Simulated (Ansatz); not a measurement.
A (100) slab of Sc (P6_3/mmc (No. 194)), 8 planes, outer planes Sc (top) and Sc (bottom), with 8 atoms (Sc8) in a surface cell of A = 16.655 Å², as cut from the bulk:

```
CELL_PARAMETERS angstrom
3.27692 0.00000 0.00000
0.00000 5.08251 0.00000
0.00000 0.00000 24.45965
ATOMIC_POSITIONS crystal
Sc 0.00000 0.75000 0.30663
Sc 0.50000 0.25000 0.34530
Sc 0.50000 0.75000 0.42265
Sc 0.00000 0.25000 0.46133
Sc 0.00000 0.75000 0.53867
Sc 0.50000 0.25000 0.57735
Sc 0.50000 0.75000 0.65470
Sc 0.00000 0.25000 0.69337
```

These are results of DFT PBEsol, scalar-relativistic, plane waves, PAW (Ansatz), not measurements. Plane waves to 420 eV, a k mesh through Γ of 11×7×1 on the computed 8-atom cell and Gaussian smearing (0.10 eV); no spin polarisation. The cell repeats along c with a dipole correction in the vacuum.

Against the same 8 atoms in the bulk, the slab as cut lies 2.840 eV higher and the relaxed slab 2.736 eV higher.

Problem. Work out the surface energy before and after relaxation.

Solution. The slab has two faces, so γ = (E_slab − N·E_bulk)/(2A), the mean of both. As cut: 2.840/(2 × 16.655) = 0.0853 eV/Å², and 1 eV/Å² = 16.02 J/m², so γ = 1.37 J/m². Relaxed: 2.736/(2 × 16.655) = 0.0821 eV/Å² = 1.32 J/m². Relaxation recovers 4 % of the cost of cutting.

Problem. What is the ideal work of this cut, per area?

Solution. Griffith's ideal work is 2γ: 2.73 J/m² if the new faces stay rigid, 2.63 J/m² if they relax. Other cuts parallel to this plane can cost less. One thickness was run, 8 planes, so γ can still shift with it.